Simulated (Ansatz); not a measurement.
According to plane-wave PAW LDA (Ansatz code), Cl in the molecular I2 type structure (Cmce) relaxes to a = 6.188 Å, b = 3.713 Å, c = 7.794 Å.

The Kohn–Sham gap is 1.86 eV (smallest direct gap 1.87 eV).

Symmetry was held in the LDA relaxation. The substance is a gas or liquid at ambient conditions; this is its low-temperature solid. The volume lies over 15 % below that of the usual cell of this phase: another minimum, or an error of the functional. A crystal of weakly bound molecules computed without a dispersion correction: the cell and the soft elastic constants depend strongly on that.

Potentials: the later of the program's two PAW sets.
